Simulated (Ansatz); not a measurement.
The cell below belongs to a search over invented structures; it isn't taken from experiment.

Input and command of a plane-wave DFT calculation in Ansatz:

```yaml
crystal:
  lattice:
    - [4.17582868, -4.18109954, 0.0]
    - [4.17582868, 4.18109954, 0.0]
    - [-0.01085494, 0.0, 5.90727091]
  atoms:
    - { symbol: Sr, position: [0.999138, 0.999138, 0.99857998] }
    - { symbol: Ag, position: [0.495608, 0.495608, 0.48309299] }
    - { symbol: I, position: [0.49560401, 0.999421, 0.485403] }
    - { symbol: I, position: [0.505799, 0.505799, 0.98451] }
    - { symbol: I, position: [0.999421, 0.49560401, 0.485403] }
basis:
  ecutwfc: 420
kpoints:
  mp_grid: { grid: [6, 6, 6] }
hamiltonian:
  xc: pbe
scf:
  occupations: { method: gaussian, width: 0.1 }
output:
  forces: true
  stress: true
  eigenvalues: true
  write_density: true
  write_potential: true
  elf: true
  volumetric_format: npy
relax:
  adjacent_minimum: "off"
  f_tol: 0.01
  max_steps: 80
  cell: { stress_tol: 0.05 }
```

```bash
ansatz run input.yaml --threads 1 --pin off --max-ram 2560MiB --backend cpu --events-out ev --progress --plain --runs-dir out
```

Processor: Intel(R) Xeon(R) Platinum 8259CL CPU @ 2.50GHz (Skylake/Cascade Lake), 1 thread, on a host shared with other jobs.

Task: Estimate time, memory and problem size.

Result: About 46 min, peak memory 1.2 GiB. It solves 48 bands at 68 k points (after reduction by symmetry) with about 5801 plane waves (on the last cell), in 289 SCF iterations over 39 ionic steps.
